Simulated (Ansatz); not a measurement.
Data:

Relaxed NaCl (rock salt):

```
NaCl
1.0
    0.00000     5.69553     5.69553
    2.84776     2.84776     5.69553
    2.84776     2.84776     0.00000
Cl Na
2 2
Direct
  0.00000   0.00000   0.00000
  0.50000   0.00000   0.00000
  0.00000   0.50000   0.50000
  0.50000   0.50000   0.50000
```

A phonon eigenvector at X = (0.5, 0.5, 0.0) is frozen into this cell: atom i moves by Q times the vector below, so Q is the largest atomic displacement, in Å. The cell is held. It is one choice among 2 degenerate patterns. (q is in reciprocal vectors of the primitive cell; the cell shown is doubled to hold the pattern.)

| atom | x | y | z |
|---|---|---|---|
| Cl1 | 0.000 | -0.748 | 0.000 |
| Cl2 | 0.000 | 0.748 | 0.000 |
| Na3 | 0.000 | -1.000 | 0.000 |
| Na4 | 0.000 | 1.000 | 0.000 |

Calculation: PBE (plane waves to 420 eV, PAW, scalar-relativistic; Ansatz, a program for electronic structure). k mesh 10×10×10 (Γ-centred), Fermi-Dirac smearing 0.05 eV. Energies are smeared free energies. NaCl was relaxed with its symmetry unable to fall. ΔE is measured from the undisplaced structure.

The scan covers Q from -0.100 to 0.100 Å in 13 points.

Which space group does the distorted structure have?

Cmcm (No. 63), lowered from Fm-3m.

Is this a single well or a double well?

A single well with its minimum at or next to zero displacement.

What is the energy change at Q = 0.100 Å?

42.8 meV/cell.

What harmonic wavenumber does the curvature at Q = 0 give?

160 cm⁻¹.

(For displaced atoms, the force is minus the slope of the energy, and its curvature is a force constant, which sets phonon frequencies.)
